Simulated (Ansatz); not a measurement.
BaGa2H2 in space group P-3m1 (No. 164; H on 2d, Ba on 1a, Ga on 2d), PBE in the plane-wave PAW code Ansatz, all energies at zero smearing, with the estimated change up to a 700 eV cutoff added, with one set of potentials and settings (totals compare only within such a set). Cell of 5 atoms (2 H, 1 Ba, 2 Ga): -13549.597 eV.

| element | reference phase | E (eV/atom) |
|---|---|---|
| H | Cmce, 4 atoms in the cell | -15.8838 |
| Ba | Im-3m, 1 atoms in the cell | -5949.5401 |
| Ga | Cmce, 4 atoms in the cell | -3783.0209 |

Formation energy per atom, worked out: (-13549.597 − 2×(-15.8838) − 1×(-5949.5401) − 2×(-3783.0209))/5 = -0.449 eV/atom (-43 kJ per mol of atoms), at 0 K, without zero-point energy or fitted corrections.

The workflow started from an entry of the Crystallography Open Database (COD). Whether it is the stable phase at ambient conditions was not checked. The cell was relaxed with PBE under the symmetry of its start; its stability against distortions is not shown here. The references are the lowest solids computed at this level, not always the standard phases (solids in place of the gases). Spin–orbit coupling is left out wherever it is not named.

Potentials: the later of the program's two PAW sets.
